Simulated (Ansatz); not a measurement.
# Relaxing Ca

These are results of Ansatz, DFT PBEsol, scalar-relativistic, plane waves, PAW, not measurements. Settings: 420 eV cutoff, 10×10×10 k-mesh, Gaussian smearing of 0.10 eV, no spin polarisation.

What was changed: biaxial strain in the a-b plane, c and atoms relaxed: +2.0 %.

Input:

```yaml
crystal:
  lattice:
    - [4.4140708773, 0.0, 0.0]
    - [0.0, 4.4140708773, 0.0]
    - [0.0, 0.0, 4.2544162118]
  atoms:
    - { symbol: Ca, position: [0.0, 0.0, 0.5] }
    - { symbol: Ca, position: [0.5, 0.5, 0.0] }
basis:
  ecutwfc: 420
kpoints:
  mp_grid: { grid: [10, 10, 10] }
hamiltonian:
  xc: pbesol
scf:
  occupations: { method: gaussian, width: 0.1 }
output:
  forces: true
  stress: true
  eigenvalues: true
relax:
  adjacent_minimum: "off"
  f_tol: 0.008
  max_steps: 40
  cell: { stress_tol: 0.05, fix: [a, b, gamma] }
```

F is the free energy. Steps run on the plane waves of an earlier cell, but the last one, and at times one on the way, on a freshly chosen basis, so a repeated geometry can differ a little in energy. The held parts of the cell keep their stress, so P needn't end at zero.

Steps:

```csv
step,F − F(1) (eV),largest force component (eV/Å),V (Å³/atom),P (GPa)
1,0.0000,0.000,41.447,-0.41
2,-0.0012,0.000,41.215,-0.33
3,-0.0032,0.000,40.184,0.09
4,-0.0033,0.000,40.347,0.02
5,-0.0033,0.000,40.347,0.02
```

Relaxed structure:

```cif
data_structure
_symmetry_space_group_name_H-M 'P 1'
_symmetry_Int_Tables_number 1
_cell_length_a 4.4141
_cell_length_b 4.4141
_cell_length_c 4.1416
_cell_angle_alpha 90.000
_cell_angle_beta 90.000
_cell_angle_gamma 90.000
_cell_volume 80.69
loop_
_atom_site_label
_atom_site_type_symbol
_atom_site_fract_x
_atom_site_fract_y
_atom_site_fract_z
_atom_site_occupancy
Ca1 Ca 0.00000 0.00000 0.50000 1
Ca2 Ca 0.50000 0.50000 0.00000 1
```

It takes space group I4/mmm (No. 139, tetragonal). The conventional cell has a = 4.414 Å, b = 4.414 Å, c = 4.142 Å, α = 90.00°, β = 90.00°, γ = 90.00°. Around Ca (site symmetry 4/mmm) lie 10 Ca at 3.75 to 4.14 Å.

The run converged. The run took of the order of 40 core-seconds.